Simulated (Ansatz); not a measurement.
TeBr₆: Br-79 nuclear quadrupole resonance

Cell: a Materials Project structure (computed, not necessarily an observed phase).

```cif
data_TeBr6
_symmetry_space_group_name_H-M 'P4/mnc'
_symmetry_Int_Tables_number 128
_cell_length_a 7.4280
_cell_length_b 7.4280
_cell_length_c 11.0806
_cell_angle_alpha 90.000
_cell_angle_beta 90.000
_cell_angle_gamma 90.000
loop_
_atom_site_label
_atom_site_type_symbol
_atom_site_symmetry_multiplicity
_atom_site_Wyckoff_symbol
_atom_site_fract_x
_atom_site_fract_y
_atom_site_fract_z
Te Te 2 a 0.5000 0.5000 0.5000
Br3 Br 4 e 0.5000 0.5000 0.2684
Br7 Br 8 h 0.7810 0.7053 0.5000
```

One atom of each set is listed.

The numbers come from a DFT calculation in Ansatz (PBE, plane waves and PAW, scalar-relativistic, 420 eV cutoff, Γ-centred 5×5×3 k-points, Fermi–Dirac smearing 0.05 eV).

Br-79: I = 3/2, Q = 308.7 mb (year-2017 value). Static lattice, zero field.

Q: At which frequencies do the Br-79 NQR lines lie?

A: For I = 3/2 there is one line, ν = (|C_Q|/2)(1 + η²/3)^½.

| site | atoms | V_zz (10²¹ V/m²) | C_Q (MHz) | η | line frequencies (MHz) |
| --- | --- | --- | --- | --- | --- |
| Br3 | 4 | 70.3 | 525 | 0.00 | 262.6 |
| Br7 | 8 | 68.1 | 508 | 0.05 | 254.3 |

Q: And for ⁸¹Br (I = 3/2, Q = 257.9 mb) on Br3?

A: C_Q scales with Q to 439 MHz, with lines at 219.3 MHz.

An axis of threefold or higher order runs through Br3, so V_zz lies along it and η is zero. At Br7 V_zz points along its bond to Te (within 2°).

With no gap above 0.1 eV, as in a metal, the gradients converge slowly in k; expect changes of a tenth or more on a denser mesh. Without spin–orbit coupling the gradients at and beside Te can be off by some per cent, at some sites by more. Semilocal functionals make gaps too small and can close them, so the real compound need not be a metal.

Hardware: 1 thread of Arm Neoverse V1 (aarch64; 8 cores open to the job, memory cap 2.5 GiB, no GPU), a shared host with a load of 0.3 a core. Wall time 54 s, CPU time 55 s, peak memory 0.88 GiB.
